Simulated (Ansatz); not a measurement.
Ansatz (a program for electronic structure) input:

Ansatz 0.2 input:
```yaml
crystal:
  lattice:
    - [4.0052558282, 0.0, 0.0]
    - [0.0, 4.0052558282, 0.0]
    - [0.0, 0.0, 3.9908727242]
  atoms:
    - { symbol: Ta, position: [0.5, 0.5, 0.5242438046] }
    - { symbol: Ca, position: [0.0, 0.0, 0.1350535192] }
    - { symbol: O, position: [0.0, 0.5, 0.5053633431] }
    - { symbol: O, position: [0.5, 0.0, 0.5053633431] }
    - { symbol: O, position: [0.5, 0.5, 0.0201759899] }
kpoints:
  mp_grid: { grid: [10, 10, 10] }
hamiltonian:
  xc: pbesol
  pseudopotentials: { azcp: { folder: ./paw }, kind: paw }
scf:
  occupations: { method: fermi_dirac, width: 0.1 }
phonons:
  method: dfpt
  response_accuracy: low
  eigenvectors: true
  rigid_motions: translations
```

Output (shortened):

```
Pseudopotential: Ta, paw, valence charge 13
Pseudopotential: Ca, paw, valence charge 10
Pseudopotential: O, paw, valence charge 6
Functional definition: PBEsol
Crystal: 5 atoms, lattice volume = 64.022 Å³
Basis set: ecut = 420 eV, 1237 PW (Γ), exchange–correlation on 54×54×54 points (8 copies of the dense FFT grid, shifted against one another)
Bands: 26, of which v1, the nominal top of the filled ones, is band 21 counted from 1 (20 counted from 0)
Symmetry: 8 space group operations
k-points: 216 of 1000 (irreducible under 4 space group operations, time reversal used)
SCF iter   1: F=—  HF=-13291.175994 eV  |F-HF|=—  |Δ(HF+E_count)|=         —  Δρ=7.06e-2  dr2=3.45e0  ethr=3.10e-3  ⟨swp⟩=8.0  Hψ=68108  notcnv=0
automatic band count: the SCF goes on with 31 bands, as 26 were too few: the levels above may hold too much charge
preconditioner: auto → Kerker (q_TF=auto, 2.533 Å⁻¹)
SCF iter   2: F=—  HF=-13290.490475 eV  |F-HF|=—  |Δ(HF+E_count)|=   6.86e-1  Δρ=2.97e-2  dr2=7.70e-1  ethr=3.10e-3  ⟨swp⟩=2.6  Hψ=14217  notcnv=0  defer=35
SCF iter   3: F=—  HF=-13290.366574 eV  |F-HF|=—  |Δ(HF+E_count)|=   1.24e-1  Δρ=1.47e-2  dr2=2.02e-1  ethr=1.88e-3  ⟨swp⟩=3.0  Hψ=12881  notcnv=0  defer=35
SCF iter   4: F=—  HF=-13290.326953 eV  |F-HF|=—  |Δ(HF+E_count)|=   3.96e-2  Δρ=4.91e-3  dr2=2.65e-2  ethr=4.93e-4  ⟨swp⟩=2.3  Hψ=12426  notcnv=0  defer=35
SCF iter   5: F=—  HF=-13290.327113 eV  |F-HF|=—  |Δ(HF+E_count)|=   1.60e-4  Δρ=2.00e-3  dr2=3.41e-3  ethr=6.47e-5  ⟨swp⟩=2.2  Hψ=11276  notcnv=0  defer=35
SCF iter   6: F=—  HF=-13290.327563 eV  |F-HF|=—  |Δ(HF+E_count)|=   4.50e-4  Δρ=1.04e-3  dr2=7.19e-4  ethr=8.33e-6  ⟨swp⟩=2.1  Hψ=8759  notcnv=0  defer=35
SCF iter   7: F=—  HF=-13290.327516 eV  |F-HF|=—  |Δ(HF+E_count)|=   4.73e-5  Δρ=6.32e-4  dr2=2.45e-4  ethr=1.75e-6  ⟨swp⟩=2.0  Hψ=9158  notcnv=0  defer=35
SCF iter   8: F=—  HF=-13290.327472 eV  |F-HF|=—  |Δ(HF+E_count)|=   4.32e-5  Δρ=1.02e-4  dr2=1.20e-5  ethr=5.97e-7  ⟨swp⟩=2.0  Hψ=8862  notcnv=0  defer=35
SCF iter  14: F=-13290.327471 eV  HF=-13290.327471 eV  |F-HF|=3.64e-12  |Δ(HF+E_count)|=  1.64e-11  Δρ=9.87e-8  dr2=7.44e-12  ethr=1.00e-12  ⟨swp⟩=7.7  Hψ=31796  notcnv=0
SCF 1 converged in 14 iterations: F = -13290.327471 eV  dr2 = 7.44e-12
DFPT response loops at Γ: preconditioner auto → Kerker (q_TF=auto, 2.533 Å⁻¹) (partly filled bands, converged f_vac=0.014) …
SCF converged after 14 iterations
Free energy (F): -13290.327471 eV
Harris-Foulkes:  -13290.327471 eV  (|F-HF|=3.64e-12)
Internal energy: -13290.285147 eV  (E = F + TS)
E sigma→0 (E₀):  -13290.306309 eV
Entropy (-TS):   -0.042325 eV (-8.465 meV/atom)
Fermi energy:    13.337991 eV
--- Per-component energies (eV) ---
  E_band       = -282.997343
  E_kinetic    = 1153.027029
  E_local      = -2454.093622  (includes V_loc(G=0)·N_el)
  E_nonlocal   = 241.463470
  E_hartree    = 874.455756
  E_xc         = -658.556980
  E_vxc        = -665.018911  (∫ρ·V_xc dr)
  E_paw        = -9496.170047  (= ΣΔE_a)
  E_vpaw       = -307.289286  (= ΣTr[D̂ρ^β])
  E_aug_tail   = 0.002469  (compensation charges beyond the density's cutoff)
  E_ewald      = -2950.851591
  E_core_change = 0.438371  (= ΣΔE_core)
  E_smearing   = -0.042325  (= −TS)
  E_closure    = 0.000000  (closes the sum)
  Σ components = -13290.327471   (vs F -13290.327471, Δ=0.00e0)
  [band-id]    e_kinetic+e_local+e_nonlocal+2·e_hartree+e_vxc+e_vpaw+e_augmentation_tail = -282.997340   (vs E_band -282.997343, Δ=2.79e-6)
--- Band table (eV; the first three rows and the last of 216) ---
  k-point 0: bands = ["-56.3986", "-29.3515", "-23.0866", "-23.0816", "-23.0816", "-10.5714", "-10.4147", "-10.4147", "-8.1720", "-7.4964", "-7.2751", "6.5689", "6.5689", "6.5793", "7.8500", "7.9028", "7.9028", "8.5781", "8.5781", "8.6917", "11.8654", …
  k-point 1: bands = ["-56.3986", "-29.3511", "-23.0969", "-23.0812", "-23.0812", "-10.5889", "-10.4141", "-10.4141", "-8.1148", "-7.4938", "-7.2154", "6.4448", "6.5606", "6.5606", "7.7912", "7.7925", "7.7925", "8.3078", "8.5225", "8.5225", "11.8934", …
  k-point 2: bands = ["-56.3985", "-29.3502", "-23.1239", "-23.0800", "-23.0800", "-10.6333", "-10.4123", "-10.4123", "-7.9797", "-7.4870", "-7.0352", "6.0044", "6.5418", "6.5418", "7.5016", "7.5016", "7.5453", "7.6446", "8.4420", "8.4420", "11.9696", …
  k-point 215: bands = ["-56.3981", "-29.3377", "-23.1851", "-23.1790", "-23.1790", "-10.5460", "-10.5345", "-10.5345", "-6.5079", "-6.5079", "-6.3380", "3.9264", "4.4052", "4.4600", "4.8259", "4.9270", "4.9270", "8.7992", "9.1427", "9.1427", "15.1998", …
--- Phonons (Γ-DFPT): 9 representative perturbations + reference, on 216 of 1000 k-points (Σ response iterations 27) ---
  ASR residual: 1.326e-3 → 0.000e0 eV/Å²; symmetrization residual: 6.894e-5 eV/Å²
  ASR residual per site (eV/Å²): 1.33e-3 2.92e-4 5.86e-4 5.86e-4 9.66e-5
  Γ frequencies (cm⁻¹): 0.00 0.00 0.00 89.71 89.71 121.27 278.55 284.11 284.11 323.40 341.89 341.89 644.49 651.11 651.11
  non-analytic LO–TO correction: not included (Born effective charges unavailable; polar crystals: no LO–TO splitting at Γ)
```

Cost: around 5 core-minutes (rough) on shared cores.

Space group P4mm. The start of the workflow was typed in or built on a structure type; neither database checked (COD, Materials Project) lists it. Its standing as an ambient phase is unchecked. Symmetry was held in the PBEsol relaxation; whether a distortion lowers the energy is not shown. No spin polarisation was allowed. The volume moved by -22 % from the start of the relaxation. With an odd number of electrons in the cell and no spin polarisation, the count alone makes it a metal. As this level gives no gap, phonon frequencies hold no LO–TO term and depend on the k-mesh and smearing (Fermi–Dirac, 0.1 eV here). Spin–orbit coupling is left out wherever it is not named.

Potentials: the earlier of the program's two PAW sets. The files were generated under PBE; for other functionals the program regenerates the frozen cores, and for LDA and PBEsol the local potential too.

Ansatz is a plane-wave DFT program.
